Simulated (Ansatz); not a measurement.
ZnCu₂GeS₄:
```
CELL_PARAMETERS angstrom
     -2.63352     2.63352     5.24167
      2.63352    -2.63352     5.24167
      2.63352     2.63352    -5.24167
ATOMIC_POSITIONS crystal
  Cu 0.00000 0.00000 0.00000
  Cu 0.75000 0.25000 0.50000
  Zn 0.25000 0.75000 0.50000
  Ge 0.50000 0.50000 0.00000
  S  0.63044 0.62067 0.49846
  S  0.12222 0.13199 0.50154
  S  0.37933 0.87778 0.00977
  S  0.86801 0.36956 0.99023
```

Tensor components refer to the Cartesian frame of this cell.

### Question
Give the high-frequency dielectric tensor and the Born effective charge tensors of the independent atoms from DFPT, plane-wave PAW PBEsol (Ansatz code).

### Answer

ε∞:
```
10.2  0.00  0.00
0.00  10.2  0.00
0.00  0.00  10.2
```
Z* of atom 1 (Cu), rows: field, columns: displacement, in e:
```
 0.63   0.06   0.00
-0.06   0.63   0.00
 0.00   0.00   0.64
```
Z* of atom 2 (Cu), rows: field, columns: displacement, in e:
```
 0.64  -0.38   0.00
 0.38   0.64   0.00
 0.00   0.00   0.65
```
Z* of atom 3 (Zn), rows: field, columns: displacement, in e:
```
 1.97  -0.26   0.00
 0.26   1.97   0.00
 0.00   0.00   2.24
```
Z* of atom 4 (Ge), rows: field, columns: displacement, in e:
```
 2.99  -0.06   0.00
 0.06   2.99   0.00
 0.00   0.00   2.96
```
Z* of atom 5 (S), rows: field, columns: displacement, in e:
```
-1.76  -0.09   0.82
-0.41  -1.34   0.16
 0.79   0.00  -1.62
```

Static charges for comparison (Bader): Cu1 +0.47, Cu2 +0.46, Zn3 +0.84, Ge4 +1.23, S5 -0.75 e. Born charges measure polarisation by displacement and can exceed these by far.

Space group I-4. The PBEsol relaxation kept the symmetry of its start. No spin polarisation was allowed. Scalar-relativistic: spin–orbit coupling is off unless named, which matters more the heavier the elements.

Potentials: the later of the program's two PAW sets.
